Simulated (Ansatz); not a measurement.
NbN (space group P6_3/mmc)

Space group P6₃/mmc (No. 194); a = 2.9634 Å, b = 2.9634 Å, c = 11.1551 Å, α = 90.00°, β = 90.00°, γ = 120.00°

| atom | site | symmetry | x | y | z |
|---|---|---|---|---|---|
| Nb | 4f | 3m. | 0.3333 | 0.6667 | 0.1218 |
| N | 2a | -3m. | 0.0000 | 0.0000 | 0.0000 |
| N | 2d | -6m2 | 0.6667 | 0.3333 | 0.2500 |

This relaxed cell (volume V₀) is scaled evenly in all directions, its shape held. The atoms relax within the cell's symmetry.

These are PBEsol (plane waves to 420 eV, PAW, scalar-relativistic; Ansatz, an electronic-structure program) values and carry that method's errors. k mesh 18×18×5 (Γ-centred), Fermi-Dirac smearing 0.05 eV. E stands for the smeared free energy. With the shape held, the modulus is that of even scaling; a crystal free to change shape is softer. NbN is run without spin polarisation. NbN was relaxed with its symmetry unable to fall. The zero of ΔE is the relaxed starting cell. The last digit holds for this mesh only.

```json
[
 {"V (Å³/atom)": "9.968", "ΔE (meV/atom)": "44.0"},
 {"V (Å³/atom)": "10.074", "ΔE (meV/atom)": "30.0"},
 {"V (Å³/atom)": "10.180", "ΔE (meV/atom)": "18.9"},
 {"V (Å³/atom)": "10.286", "ΔE (meV/atom)": "10.4"},
 {"V (Å³/atom)": "10.392", "ΔE (meV/atom)": "4.5"},
 {"V (Å³/atom)": "10.498", "ΔE (meV/atom)": "1.1"},
 {"V (Å³/atom)": "10.604", "ΔE (meV/atom)": "0.0"},
 {"V (Å³/atom)": "10.710", "ΔE (meV/atom)": "1.1"},
 {"V (Å³/atom)": "10.816", "ΔE (meV/atom)": "4.2"},
 {"V (Å³/atom)": "10.923", "ΔE (meV/atom)": "9.4"},
 {"V (Å³/atom)": "11.029", "ΔE (meV/atom)": "16.3"},
 {"V (Å³/atom)": "11.135", "ΔE (meV/atom)": "25.1"},
 {"V (Å³/atom)": "11.241", "ΔE (meV/atom)": "35.5"}
]
```

What bulk modulus at fixed cell shape B₀ follows from a third-order Birch-Murnaghan fit?

331 GPa.

What is the fitted pressure derivative B₀′?

4.4.

(A scan under strain: stresses follow from slopes of the energy per volume, elastic moduli from its curvatures.)
